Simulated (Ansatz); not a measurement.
TaRu:
```
TaRu
1.0
    3.04552     0.00000     0.00000
    0.00000     3.04552     0.00000
    0.00000     0.00000     3.39051
Ru Ta
1 1
Direct
  0.00000   0.00000   0.00000
  0.50000   0.50000   0.50000
```

Relaxed with r²SCAN. Special points in fractions of this cell's reciprocal vectors: Γ (0.000, 0.000, 0.000); X (0.000, 0.500, 0.000); M (0.500, 0.500, 0.000); Z (0.000, 0.000, 0.500); R (0.000, 0.500, 0.500); A (0.500, 0.500, 0.500).

**Question.** List the band energies nearest the Fermi level at these points for plane-wave PAW r²SCAN (Ansatz code).

**Answer.** In eV from the Fermi level; about four levels below and three above (degenerate sets whole), none deeper than 8.9 eV; points with the same levels are listed once.

```csv
k,below,above
Γ,-5.91 -2.52 -2.52 -1.63,0.52 1.97 4.55
X,-2.20 -2.10 -1.34 -0.73,0.58 1.84 2.56
M,-6.38 -6.18 -4.85 -4.85,0.40 1.28 1.28
Z,-2.65 -1.98 -1.98 -0.97,0.04 0.88 0.88
R,-6.03 -3.69 -3.62 -0.85,0.40 0.49 0.70
A,-3.38 -2.72 -2.72 -0.31,0.44 4.05 5.41
```

Space group P4/mmm (L1₀ or tetragonal B2). The workflow started from an entry of the Crystallography Open Database (COD), which files this formula under 2 space groups. Whether it is the stable phase at ambient conditions was not checked. The cell was relaxed with r²SCAN under the symmetry of its start; whether a distortion lowers the energy is not shown. No spin polarisation was allowed. Scalar-relativistic: spin–orbit coupling is off unless named, which matters more the heavier the elements.

Potentials: the later of the program's two PAW sets.
